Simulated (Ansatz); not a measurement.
All numbers below come from DFT PBE, scalar-relativistic, plane waves, PAW (Ansatz). Settings: cutoff 420 eV, Γ-centred meshes spaced at most about 0.3 Å⁻¹ (2π included), Gaussian smearing. No spin polarisation in the final relaxations.

Temperature and zero-point effects are left out.

Two relaxed structures of MgCd2S3:

A.

```yaml
crystal:
  lattice:
    - [3.82614, 0.00000, 0.00000]
    - [-1.91307, 3.31353, 0.00000]
    - [0.00000, 0.00000, 9.37890]
  atoms:
    - { symbol: Mg, position: [0.00000, 0.00000, 0.50000] }
    - { symbol: Cd, position: [0.66667, 0.33333, 0.82876] }
    - { symbol: Cd, position: [0.33333, 0.66667, 0.17124] }
    - { symbol: S, position: [0.33333, 0.66667, 0.65576] }
    - { symbol: S, position: [0.66667, 0.33333, 0.34424] }
    - { symbol: S, position: [0.00000, 0.00000, 0.00000] }
```

B.

```yaml
crystal:
  lattice:
    - [-2.07100, 2.07100, 8.74332]
    - [2.07100, -2.07100, 8.74332]
    - [2.07100, 2.07100, -8.74332]
  atoms:
    - { symbol: Mg, position: [0.00000, 0.00000, 0.00000] }
    - { symbol: Cd, position: [0.33613, 0.33613, 0.00000] }
    - { symbol: Cd, position: [0.66387, 0.66387, 0.00000] }
    - { symbol: S, position: [0.25000, 0.75000, 0.50000] }
    - { symbol: S, position: [0.57746, 0.07746, 0.50000] }
    - { symbol: S, position: [0.92254, 0.42254, 0.50000] }
```

Task: Which form is favoured at zero pressure, and by what margin per atom?

Result: B is lower, by 98 meV/atom. A has Mg and Cd ordered on rock salt sites, space group P-3m1 (No. 164), 19.8 Å³/atom and a gap of 0.92 eV on its mesh; B has Mg and Cd ordered on zinc blende sites, space group I-4m2 (No. 119), 25.0 Å³/atom and a gap of 1.66 eV. Counting S atoms around Cd and Mg (those within 1.25 times the shortest such distance or 1.15 times the sum of covalent radii, 1.27 where that leaves under three), A has Mg 6, Cd 6 and B has Mg 4, Cd 4. The lower one is the more open, so pressure narrows the difference. In A, around Mg lie 6 S at 2.65 Å; Cd has 6 S at 2.73–2.74 Å; S on a site of symmetry 3m is surrounded by 3 Mg at 2.65 Å and 3 Cd at 2.74 Å; 1 more site not described. In B, around Mg lie 4 S at 2.47 Å; Cd is surrounded by 4 S at 2.56 Å; around S on a site of symmetry -4m2 lie 4 Cd at 2.56 Å; 1 more site not described. Both come from invented guesses.

Kohn–Sham gaps at this level usually fall short of measured ones. With atoms moved at random, P-3m1 came back. Other cells relaxed within their symmetry can be saddle points.
